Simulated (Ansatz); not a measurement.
Input:

Pd (fcc, Cu type)

```yaml
crystal:
  lattice:
    - [3.87555, 0.00000, 0.00000]
    - [0.00000, 3.87555, 0.00000]
    - [0.00000, 0.00000, 3.87555]
  atoms:
    - { symbol: Pd, position: [0.00000, 0.00000, 0.00000] }
    - { symbol: Pd, position: [0.50000, 0.50000, 0.00000] }
    - { symbol: Pd, position: [0.50000, 0.00000, 0.50000] }
    - { symbol: Pd, position: [0.00000, 0.50000, 0.50000] }
```

In each cell atom 3 (Pd, nearest neighbour Pd at 2.740 Å; its periodic images, 3.9 Å or more away, move with it) moves by s·(0.577, 0.577, 0.577) (along Cartesian [111]), the rest being held.

Level of theory: PBEsol (plane waves to 420 eV, PAW, scalar-relativistic; Ansatz, a quantum-chemistry and plane-wave program). k mesh 10×10×10 (Γ-centred), Fermi-Dirac smearing 0.05 eV. Energies are smeared free energies. With partly filled bands, energies and forces of such displacements shift with the k mesh and the smearing. On this mesh the relaxed cell isn't quite at rest: it carries a pressure of -0.1 GPa (compression positive) at the zero of the scan. Pd is run without spin polarisation. Pd was relaxed with its symmetry unable to fall. The PAW data are Ansatz's earlier set. ΔE is measured from the undisplaced structure.

The scan covers s from -0.270 to 0.270 Å in 11 points.

### Question
Is this a single well or a double well?

### Answer
A single well with its minimum at or next to zero displacement.

### Question
Is the energy the same for equal positive and negative displacements?

### Answer
Even: the same for both signs. With its periodic images moving along, the atom's site symmetry in this cell is m-3m.

### Question
What is the force constant k = d²E/ds² of this move at s = 0?

### Answer
10.2 eV/Å².

(For displaced atoms, the force is minus the slope of the energy, and its curvature is a force constant, which sets phonon frequencies.)
